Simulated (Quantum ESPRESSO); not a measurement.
## Band energies of KI

```xyz
2
Lattice="0.0000 3.5020 3.5020 3.5020 0.0000 3.5020 3.5020 3.5020 0.0000" Properties=species:S:1:pos:R:3 pbc="T T T"
K      0.0000     0.0000     0.0000
I      3.5020     3.5020     3.5020
```

PBEsol (pw.x of Quantum ESPRESSO, ONCV potentials, with spin-orbit coupling); path ΓXWKΓLUWLK,UX; energies in eV from the valence-band maximum.

```csv
k (1/Å),point,band 16,band 17,band 18,band 19,band 20,band 21,band 22,band 23
0.00,Γ,0.00,3.54,3.54,6.09,6.09,6.09,6.09,6.11
0.34,,-0.16,4.49,4.49,5.38,5.38,6.92,6.92,6.96
0.67,,-0.37,4.61,4.61,5.43,5.43,7.61,7.61,7.70
0.90,X,-0.42,4.46,4.46,5.41,5.41,7.78,7.78,8.42
1.01,,-0.46,4.57,4.57,5.53,5.53,7.84,7.84,8.13
1.35,W,-0.74,5.98,5.98,6.10,6.10,6.32,6.32,7.87
1.66,K,-0.57,5.16,5.16,6.30,6.30,7.24,7.24,7.96
1.77,,-0.57,5.55,5.55,6.65,6.65,6.82,6.82,7.88
2.09,,-0.37,5.39,5.39,5.92,5.92,6.98,6.98,7.04
2.40,,-0.08,4.01,4.01,5.93,5.93,6.24,6.24,6.43
2.61,Γ,0.00,3.54,3.54,6.09,6.09,6.09,6.09,6.11
2.71,,-0.02,3.65,3.65,6.06,6.06,6.14,6.14,6.15
3.00,,-0.21,4.66,4.66,6.17,6.17,6.72,6.72,6.73
3.29,,-0.38,5.06,5.06,7.23,7.23,7.64,7.64,7.65
3.39,L,-0.40,5.08,5.08,7.34,7.34,7.80,7.80,7.82
3.61,,-0.47,5.37,5.37,6.79,6.79,7.42,7.42,7.92
3.94,U,-0.57,5.16,5.16,6.30,6.30,7.24,7.24,7.96
4.26,W,-0.74,5.98,5.98,6.10,6.10,6.32,6.32,7.87
4.53,,-0.56,5.72,5.72,6.32,6.32,6.91,6.91,7.93
4.80,,-0.41,5.14,5.14,7.20,7.20,7.73,7.73,7.83
4.89,L,-0.40,5.08,5.08,7.34,7.34,7.80,7.80,7.82
5.05,,-0.44,5.24,5.24,6.99,6.99,7.60,7.60,7.86
5.28,,-0.55,5.48,5.48,6.67,6.67,6.84,6.84,8.05
5.44,K,-0.57,5.16,5.16,6.30,6.30,7.24,7.24,7.96
5.44,U,-0.57,5.16,5.16,6.30,6.30,7.24,7.24,7.96
5.76,X,-0.42,4.46,4.46,5.41,5.41,7.78,7.78,8.42
```

The PBEsol gap is direct, 3.54 eV at Γ.

Geometry relaxed with PBEsol.
